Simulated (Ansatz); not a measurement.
An elastic tensor (GPa, Voigt order, standard axes) from LDA (plane waves, PAW; program Ansatz):

```
 108  27.6  27.6   0.0   0.0   0.0
27.6   108  27.6   0.0   0.0   0.0
27.6  27.6   108   0.0   0.0   0.0
 0.0   0.0   0.0  43.3   0.0   0.0
 0.0   0.0   0.0   0.0  43.3   0.0
 0.0   0.0   0.0   0.0   0.0  43.3
```

Task: Pick the material that matches.
(A) LaPt3, Cu3Au type
(B) AlP, zinc blende
(C) Be2C, fluorite or antifluorite type
(D) Sr3SnO, anti-perovskite

Result: D, Sr3SnO, anti-perovskite

Space group Pm-3m (anti-perovskite). The workflow started from a Materials Project entry (that database holds measured and hypothetical structures alike); the Crystallography Open Database files this formula in space group No. 221, but the cells were not matched. Whether it is the stable phase at ambient conditions was not checked. The LDA relaxation kept the symmetry of its start; of distortions, only those at the zone centre were tested. As this level gives no gap, shear constants depend on the k-mesh and smearing (Fermi–Dirac, 0.1 eV here). Spin–orbit coupling is left out wherever it is not named.

Potentials: the later of the program's two PAW sets.
